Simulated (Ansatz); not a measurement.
**Data sheet: CaO (DFT)**

CaO:
```xyz
2
Lattice="0.0000 2.5898 2.5898 2.5898 0.0000 2.5898 2.5898 2.5898 0.0000" Properties=species:S:1:pos:R:3 pbc="T T T"
Ca     0.0000     0.0000     0.0000
O      1.2949     1.2949     1.2949
```

Space group F-43m (No. 216), zinc blende; conventional cell a = 5.1797 Å, b = 5.1797 Å, c = 5.1797 Å, α = 90.00°, β = 90.00°, γ = 90.00°.

Method: DFT-PBEsol in the program Ansatz with PAW potentials. Geometry: relaxed at this level of theory. Other levels are named where they apply.

Cell and energy:

| Quantity | Value |
|---|---|
| Volume per atom | 17.37 Å³ |
| Density | 2.68 g/cm³ |
| Formation energy from the elements (no fitted shifts) | -2787 meV/atom |

Electronic structure:

| Property | Value |
|---|---|
| Band gap | 3.27 eV (indirect) |
| Valence-band maximum | at W |
| Conduction-band minimum | at Γ |
| Smallest direct gap on the standard path | 3.93 eV |
| Electron effective mass | 0.42 mₑ (isotropic) |
| HSE06 gap on the PBEsol cell | 4.80 eV |

Mechanics:

| Item | Result |
|---|---|
| Bulk modulus (Birch–Murnaghan fit) | 817 kbar |
| Pressure derivative B′ | 4.1 |
| Elastic constants (relaxed ions, GPa) | C11 = 91.9, C12 = 76.6, C44 = 37.0 |
| Mechanical stability | stable (all eigenvalues of C positive) |
| Hill bulk and shear moduli | 81.7 and 19.9 GPa |
| Young's modulus | 55.3 GPa |
| Poisson's ratio | 0.39 |
| Debye temperature from the elastic constants | 354 K |
| Piezoelectric stress constants (proper, relaxed ions, C/m²) | e14 = e25 = e36 = 0.44 |

Dielectric response:

| Quantity | Value |
|---|---|
| Electronic dielectric constant ε∞ (DFPT) | 3.34 |
| Static dielectric constant ε0 (ions relaxed, cell fixed) | 7.08 |
| Born charges (a third of the trace) | Ca +2.09, O -2.09 e |
| Largest static χ(2) component | 16 pm/V |

Phonons:

| Property | Value |
|---|---|
| Highest zone-centre frequency (without LO–TO term) | 47.2 meV |
| Zone-centre stability | no imaginary mode at Γ |
| Dynamical stability on the path | stable (no imaginary branch) |
| Zero-point energy | 54.6 meV/atom |
| Vibrational entropy at 300 K | 21.9 J/(K·mol of atoms) |

The start of the workflow was typed in or built on a structure type; neither database checked (COD, Materials Project) lists it. It is not the phase usual at ambient conditions (space group No. 225). The PBEsol relaxation kept the symmetry of its start. Signs of piezoelectric constants follow the polarity of the cell as given. The references are the lowest solids computed at this level, not always the standard phases (solids in place of the gases).

Potentials: the later of the program's two PAW sets.
